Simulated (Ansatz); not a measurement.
# Ta4O: equilibrium cell

Method: plane-wave DFT with PAW (Ansatz; 420 eV, 500 eV for r²SCAN). Each run relaxes cell and atoms to zero pressure from this start:

```cif
data_structure
_symmetry_space_group_name_H-M 'P 1'
_symmetry_Int_Tables_number 1
_cell_length_a 3.2575
_cell_length_b 3.2575
_cell_length_c 7.4093
_cell_angle_alpha 90.000
_cell_angle_beta 90.000
_cell_angle_gamma 90.000
_cell_volume 78.62
loop_
_atom_site_label
_atom_site_type_symbol
_atom_site_fract_x
_atom_site_fract_y
_atom_site_fract_z
_atom_site_occupancy
Ta1 Ta 0.00000 0.00000 0.50000 1
Ta2 Ta 0.50000 0.50000 0.78316 1
Ta3 Ta 0.50000 0.50000 0.21684 1
Ta4 Ta 0.00000 0.00000 0.00000 1
O1 O 0.50000 0.50000 0.50000 1
```

```
Γ-centred k-mesh : 12×12×6
occupation rule  : Gaussian smearing, 0.1 eV
spin treatment   : unpolarised
```

Lengths are those of the conventional cell, space group P4/mmm.

```
dispersion correction a (Å) c (Å) volume (Å³/atom) gap on mesh (eV)
         PBEsol, none  3.211  7.342             15.14             metal
       PBEsol, D3(BJ)  3.176  7.298             14.73             metal
           PBEsol, D4  3.202  7.330             15.03             metal
         r2SCAN, none  3.243  7.332             15.42             metal
        r2SCAN, rVV10  3.231  7.320             15.29             metal
```

What does PBEsol, D3(BJ)+ATM give?

It gives:

```tsv
dispersion correction	a (Å)	c (Å)	volume (Å³/atom)	gap on mesh (eV)
PBEsol, D3(BJ)+ATM	3.183	7.306	14.80	metal
```

Cost: 6 runs of about 9.9 core-minutes in all, on Intel Xeon 6975P-C (Granite Rapids) (shared hosts).